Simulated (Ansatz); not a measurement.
BaZrO$_{3}$:
```yaml
crystal:
  lattice:
    - [4.20497, 0.00000, 0.00000]
    - [0.00000, 4.20497, 0.00000]
    - [0.00000, 0.00000, 4.20497]
  atoms:
    - { symbol: O, position: [0.00000, 0.50000, 0.50000] }
    - { symbol: O, position: [0.50000, 0.00000, 0.50000] }
    - { symbol: O, position: [0.50000, 0.50000, 0.00000] }
    - { symbol: Ba, position: [0.00000, 0.00000, 0.00000] }
    - { symbol: Zr, position: [0.50000, 0.50000, 0.50000] }
```

Relaxed with r²SCAN.

Map the electron localisation function on the plane through (0.000, 0.500, 0.500) spanned by u = [1, 0, 0] and v = [0, 1, 1] in lattice vectors, from the program Ansatz at the r²SCAN level (PAW).

x is the fraction of u, y of v (the angle between them is 90°; rows are the nearest grid lines); atoms in the plane: O at (0.00, 0.00), Ba at (0.00, 0.50), Zr at (0.50, 0.00).
```
y \ x   0.000  0.0952  0.190  0.286  0.381  0.476  0.524  0.619  0.714  0.810  0.905   1.00
------  -----  ------  -----  -----  -----  -----  -----  -----  -----  -----  -----  -----
1.00    0.222   0.749  0.628  0.398  0.781  0.047  0.047  0.781  0.398  0.628  0.749  0.222
0.933   0.726   0.824  0.564  0.255  0.823  0.692  0.692  0.823  0.255  0.564  0.824  0.726
0.833   0.602   0.522  0.200  0.038  0.115  0.282  0.282  0.115  0.038  0.200  0.522  0.602
0.767   0.061   0.053  0.036  0.032  0.045  0.052  0.052  0.045  0.032  0.036  0.053  0.061
0.700   0.664   0.546  0.180  0.034  0.046  0.057  0.057  0.046  0.034  0.180  0.546  0.664
0.600   0.709   0.838  0.862  0.391  0.029  0.025  0.025  0.029  0.391  0.862  0.838  0.709
0.533   0.001   0.311  0.881  0.707  0.056  0.011  0.011  0.056  0.707  0.881  0.311  0.001
0.467   0.001   0.311  0.881  0.707  0.056  0.011  0.011  0.056  0.707  0.881  0.311  0.001
0.400   0.709   0.838  0.862  0.391  0.029  0.025  0.025  0.029  0.391  0.862  0.838  0.709
0.300   0.664   0.546  0.180  0.034  0.046  0.057  0.057  0.046  0.034  0.180  0.546  0.664
0.233   0.061   0.053  0.036  0.032  0.045  0.052  0.052  0.045  0.032  0.036  0.053  0.061
0.167   0.602   0.522  0.200  0.038  0.115  0.282  0.282  0.115  0.038  0.200  0.522  0.602
0.0667  0.726   0.824  0.564  0.255  0.823  0.692  0.692  0.823  0.255  0.564  0.824  0.726
0.000   0.222   0.749  0.628  0.398  0.781  0.047  0.047  0.781  0.398  0.628  0.749  0.222
```

The density is the valence pseudo-density with augmentation charge, so density and ELF within about 1 Å of a nucleus are not all-electron values.

Space group Pm-3m (cubic perovskite). The cell was relaxed with r²SCAN under the symmetry of its start; phonons on a q-mesh show weakly imaginary modes. No spin polarisation was allowed. Scalar-relativistic: spin–orbit coupling is off unless named, which matters more the heavier the elements.

Potentials: the later of the program's two PAW sets.
